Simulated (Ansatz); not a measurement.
O in its lowest state found on the top face of a (001) slab of Co (P6_3/mmc (No. 194)), 3 planes, outer planes Co (top) and Co (bottom); 1 a cell of 5.22 Å², its atoms last:

```
CELL_PARAMETERS angstrom
2.45586 0.00000 0.00000
-1.22793 2.12683 0.00000
0.00000 0.00000 22.96814
ATOMIC_POSITIONS crystal
Co 0.33333 0.66667 0.37008
Co 0.66667 0.33333 0.45367
Co 0.33333 0.66667 0.54658
O 0.00000 0.00000 0.59215
```

These are results of DFT PBEsol, scalar-relativistic, plane waves, PAW (Ansatz 0.2.0), not measurements. Settings: cutoff 420 eV, Γ-centred mesh 12×12×1 on the computed 4-atom cell, Gaussian smearing of 0.10 eV; collinear spin from starting moments 1.94 1.89 1.94 2 μB. A dipole correction removes the field between periodic images along c.

The clean top face has a work function of 5.12 eV. Adsorption changes the slab's dipole along +c by Δp = -0.0420 e·Å a cell (-0.20 D an adsorbate).

Q: What change of work function does the Helmholtz equation give?

A: A sheet of dipoles makes a step in an electron's potential energy of −e·Δp/(ε0·A), and e/ε0 = 180.95 eV·Å for Δp in e·Å: −180.95 × (-0.0420)/5.22 = +1.46 eV. This is the change of φ(top) − φ(bottom). If the bottom face is unmoved, φ(top) becomes 6.58 eV.

Q: How does that compare with the calculation?

A: φ(top) changes by +1.57 eV and φ(bottom) by +0.11 eV, so their difference changes by +1.46 eV. The slab is thin enough for the adsorbate to shift the Fermi level against the bottom face too.

Q: What does the sign say about the electrons?

A: The change of dipole points into the surface (negative end outward), so the work function rises. Electrons gather on the vacuum side. Δp also holds the adsorbate's own dipole and the moves of the surface atoms, so it isn't a charge transfer alone.

Semilocal functionals without U can misjudge the magnetic state of such a slab.